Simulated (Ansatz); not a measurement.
Te₂Mo in space group P6_3/mmc (No. 194; Mo on 2c, Te on 4f), DFT-PBE in the program Ansatz with PAW potentials. The conduction-band minimum lies on the K–Γ line, 42 % of the way from K, with 6 equivalent valleys. Second derivatives d²E/dk² of the lowest band at one valley (eV·Å²), along Cartesian directions:

```csv
direction,d²E/dk²
[100],10.88
[010],15.88
[001],11.80
[110],17.76
[101],11.34
[011],13.85
```

Find the principal effective masses, the density-of-states mass and the conductivity mass.

Off-diagonal terms follow from H_xy = H[110] − (H_xx + H_yy)/2, and m*/mₑ = 7.620 eV·Å² over each eigenvalue: 0.41, 0.65, 0.91. One valley's DOS mass (m₁m₂m₃)^(1/3) = 0.62, conductivity mass 3/(Σ 1/mᵢ) = 0.59 mₑ.

What effective density of states Nc follows at 300 K for parabolic valleys?

Nc = 2.509e19 × 6 × (0.62)^(3/2) ≈ 7.4e19 cm⁻³.

Symmetry was held in the PBE relaxation. The run is not spin-polarised. A crystal of weakly bound layers computed without a dispersion correction: the cell and the soft elastic constants depend strongly on that. Spin–orbit coupling is left out wherever it is not named.

Potentials: the later of the program's two PAW sets.

Edges and masses are those of Kohn–Sham bands, whose gap is no quasiparticle gap.
